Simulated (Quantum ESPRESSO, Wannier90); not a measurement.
## Wannierisation of AlGaP2 (P-4m2)

```
AlGaP2
1.0
    3.86549     0.00000     0.00000
    0.00000     3.86549     0.00000
    0.00000     0.00000     5.45561
Al Ga P
1 1 2
Direct
  0.50000   0.50000   0.50000
  0.00000   0.00000   0.00000
  0.00000   0.50000   0.25039
  0.50000   0.00000   0.74961
```

Materials Project entry mp-1228888; symmetrised, unrelaxed at this level. Not found in the COD (Crystallography Open Database) copy used; not checked further. Method: PBEsol plane waves in Quantum ESPRESSO 7.5 (PseudoDojo norm-conserving files, 64 Ry, no spin polarisation, no spin-orbit coupling), Bloch states on a 8×8×6 mesh through Γ, Wannier90 4.0.1. Density: 8×8×6 mesh, cold smearing 0.01 Ry.

Energies are relative to the valence-band maximum.

**Bands.** A Kohn-Sham gap of 1.47 eV opens above band 13. 3 filled groups are cut off by gaps; the highest, bands 8–13, spans -6.58 to 0.00 eV and is P 3p 63 %, Ga 4p 11 %, Al 3p 11 %.

**Valence functions.** The best of several starts gives 8 functions with Ω_total = 15.76 Å², 92 % of it gauge-invariant: 4 of 1.88 Å² at 0.81 Å from P; 4 of 2.06 Å² at 0.92 Å from P.

**Model.** 16 functions (Al sp, Ga sp, P sp) from bands 6-31, frozen to 2.97 eV, reach Ω_I = 25.39 Å² and follow pw.x to 5.7 meV rms (states up to 2.5 eV relative to the valence-band maximum).

**Frozen window.** Edge, Ω_I and misfit go 1.0 eV, 23.24 Å², 159 meV; 2.0 eV, 23.54 Å², 42 meV; 2.5 eV, 24.38 Å², 14 meV; 3.0 eV, 25.39 Å², 5.7 meV. Ω_I never falls as the edge rises, since each frozen state takes freedom from the choice of the smoothest subspace. The edges under the compared range leave its upper states unfrozen, and their misfit is the largest.

**No window.** Without a frozen window Ω_I drops to 22.32 Å² while the misfit grows to 269 meV: a small spread is no proof of good bands.

**Outer window.** The setting "only the lowest 18 of the kept bands" raises Ω_I to 42.02 Å², as fewer states are left to mix in, and the misfit goes to 7.8 meV.

**Stops.** With the frozen window to 8.10 eV the program stops (More states in the frozen window than target WFs).
